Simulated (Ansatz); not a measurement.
# Profile along the Fe–Co line in FeCo (CsCl type)

FeCo (CsCl type)

```xyz
2
Lattice="2.8003 0.0000 0.0000 0.0000 2.8003 0.0000 0.0000 0.0000 2.8003" Properties=species:S:1:pos:R:3 pbc="T T T"
Fe     0.0000     0.0000     0.0000
Co     1.4002     1.4002     1.4002
```

Fields along a shortest Fe–Co line of a {110} plane (2.43 Å), from Fe to Co, interpolated on the slice's grid (step about 0.1 Å). Calculation: PBEsol (plane waves to 420 eV, PAW, scalar-relativistic; Ansatz, a quantum-chemistry and plane-wave program). k mesh 17×17×17. These are valence fields of a PAW run, semicore shells included where kept as valence: close to a nucleus they are smooth pseudo fields. FeCo was relaxed with its symmetry unable to fall. Relaxed FeCo ends ferromagnetic. The magnetic order is the one the run started from; other orders were not tried.

```
distance from Fe (Å)  valence electron density (e/Å³)  spin density, up minus down (e/Å³)  electron localisation function  ELF of the up spins  ELF of the down spins
--------------------  -------------------------------  ----------------------------------  ------------------------------  -------------------  ---------------------
0.00                                            35.59                                7.26                               x                    x                      x
0.24                                            23.91                                4.64                               x                    x                      x
0.49                                             8.23                                1.44                               x                    x                      x
0.73                                             1.77                                0.32                            0.31                 0.32                   0.29
0.97                                             0.50                                0.06                            0.18                 0.19                   0.16
1.22                                             0.37                                0.00                            0.25                 0.20                   0.33
1.46                                             0.53                                0.01                            0.20                 0.18                   0.23
1.70                                             1.71                                0.11                            0.28                 0.26                   0.29
1.94                                             8.01                                0.70                               x                    x                      x
2.19                                            32.36                                4.18                               x                    x                      x
2.43                                            54.85                                7.76                               x                    x                      x
```

x: too close to a nucleus for the ELF to mean much.

Density on the Fe–Co line (2.43 Å) at its midpoint: 0.37 e/Å³. ELF at that point: 0.3.
